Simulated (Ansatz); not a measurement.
Total density of states per atom from plane-wave PAW PBEsol (Ansatz code), in 0.25 eV bins, energy from the Fermi level:

```
E (eV)  states/eV/atom
------  --------------
-7.85             0.11
-7.60             0.13
-7.35             0.14
-7.10             0.15
-6.85             0.17
-6.60             0.19
-6.35             0.21
-6.10             0.25
-5.85             0.30
-5.60             0.39
-5.35             0.64
-5.10             0.96
-4.85             1.21
-4.60             1.47
-4.35             2.26
-4.10             1.95
-3.85             1.89
-3.60             2.47
-3.35             3.40
-3.10             3.19
-2.85             3.70
-2.60             2.66
-2.35             2.67
-2.10             3.00
-1.85             3.65
-1.60             4.21
-1.35             0.45
-1.10             0.38
-0.85             0.36
-0.60             0.34
-0.35             0.33
-0.10             0.32
0.15              0.31
0.40              0.28
0.65              0.26
0.90              0.26
1.15              0.25
1.40              0.25
1.65              0.26
1.90              0.25
2.15              0.24
2.40              0.22
2.65              0.22
2.90              0.20
3.15              0.18
3.40              0.17
3.65              0.16
3.90              0.17
4.15              0.14
4.40              0.13
4.65              0.12
```

Question: Which compound is it?
A. CuI, zinc blende
B. Pr, dhcp (α-La type)
C. Tc, dhcp (α-La type)
D. Cu, dhcp (α-La type)

Answer: D, Cu, dhcp (α-La type). Within 0.5 eV of the Fermi level: Cu 4s 41 %, Cu 3d 36 %, outside the projected shells 23 %. Projections are on Löwdin-orthogonalised atomic valence shells; empty p or d shells of many metals are not among them.

Space group P6_3/mmc (dhcp (α-La type)). The workflow started from a Materials Project entry (that database holds measured and hypothetical structures alike); the Crystallography Open Database copy checked does not list it. It is not the phase usual at ambient conditions (space group No. 225). Symmetry was held in the PBEsol relaxation; its stability against distortions is not shown here. No spin polarisation was allowed.

Potentials: the later of the program's two PAW sets.
